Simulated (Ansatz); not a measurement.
Zr₂GeB₂:
```xyz
5
Lattice="3.2020 0.0000 0.0000 -1.6010 2.7730 0.0000 0.0000 0.0000 7.8782" Properties=species:S:1:pos:R:3 pbc="T T T"
Zr     0.0000     1.8487     5.6463
Zr     0.0000     1.8487     2.2318
Ge     0.0000     0.0000     0.0000
B      0.0000     0.0000     3.9391
B      1.6010     0.9243     3.9391
```

Relaxed with r²SCAN. Special points in fractions of this cell's reciprocal vectors: Γ (0.000, 0.000, 0.000); M (0.500, 0.000, 0.000); K (0.333, 0.333, 0.000); A (0.000, 0.000, 0.500); L (0.500, 0.000, 0.500); H (0.333, 0.333, 0.500).

Problem. List the band energies nearest the Fermi level at these points for r²SCAN (plane waves, PAW; program Ansatz).

Solution. In eV from the Fermi level; about four levels below and three above (degenerate sets whole), none deeper than 8.9 eV; points with the same levels are listed once.

```json
[
 {"k": "Γ", "below": "-2.43 -2.24 -2.24 -2.21", "above": "1.07 1.07 1.14 1.14"},
 {"k": "M", "below": "-3.85 -3.25 -2.12 -1.23", "above": "1.83 2.60 2.79"},
 {"k": "K", "below": "-2.72 -2.58 -2.53 -2.25", "above": "0.03 1.55 1.79"},
 {"k": "A", "below": "-4.14 -2.22 -2.22 -1.06", "above": "0.95 0.95 1.20"},
 {"k": "L", "below": "-2.92 -2.80 -2.59 -1.46", "above": "1.04 1.94 3.47"},
 {"k": "H", "below": "-2.56 -2.49 -2.36 -0.28", "above": "2.77 3.00 3.27"}
]
```

Space group P-6m2. The start of the workflow was typed in or built on a structure type; neither database checked (COD, Materials Project) lists it. Its standing as an ambient phase is unchecked. The r²SCAN relaxation kept the symmetry of its start; its stability against distortions is not shown here. The run is not spin-polarised. Scalar-relativistic: spin–orbit coupling is off unless named, which matters more the heavier the elements.

Potentials: the earlier of the program's two PAW sets. The files were generated under PBE; for other functionals the program regenerates the frozen cores, and for LDA and PBEsol the local potential too.
